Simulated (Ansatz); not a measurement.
A geometry of Cu away from equilibrium: step 2 of the relaxation of a relaxed Cu cell, doubled along one cell vector, shaken by Gaussian noise of σ = 0.08 Å a coordinate. All values below come from PBE (plane waves to 420 eV, PAW, scalar-relativistic; Ansatz, a quantum-chemistry and plane-wave program). Γ-centred k-mesh 15×8×10 on the run's cell (coarser than for final values), Fermi–Dirac smearing 0.05 eV.

```xyz
4
Lattice="-2.3253 2.3180 1.2344 4.6608 -4.5953 2.4108 2.3294 2.3017 -1.1956" Properties=species:S:1:pos:R:3:forces:R:3 pbc="T T T" free_energy=-26499.371 pressure_GPa=1.2
Cu     0.0443     2.2630     0.5662   -0.1764    0.5086    0.6745
Cu     2.3132    -0.0570     1.8635    0.0969    0.4219   -0.5474
Cu    -0.0116     0.0333    -0.0889    0.1445   -0.4875    0.1071
Cu     2.3368    -2.2871     1.1526   -0.0649   -0.4430   -0.2343
```

Positions in Å, forces in eV/Å, free energy of the cell in eV (comparable only within this code, potentials and settings). Largest force: 0.86 eV/Å, on Cu1 (atoms numbered as listed); the geometry lies 0.34 eV/atom above the end of its relaxation.

No spin polarisation in the result.

Of the parent cell (I4₁/amd (No. 141)): it is a generated cell of Cu: the first start was made by placing the elements on the sites of a structure type, and the end was not matched to a known phase here, so it may be hypothetical. Known forms of Cu include space group No. 225.
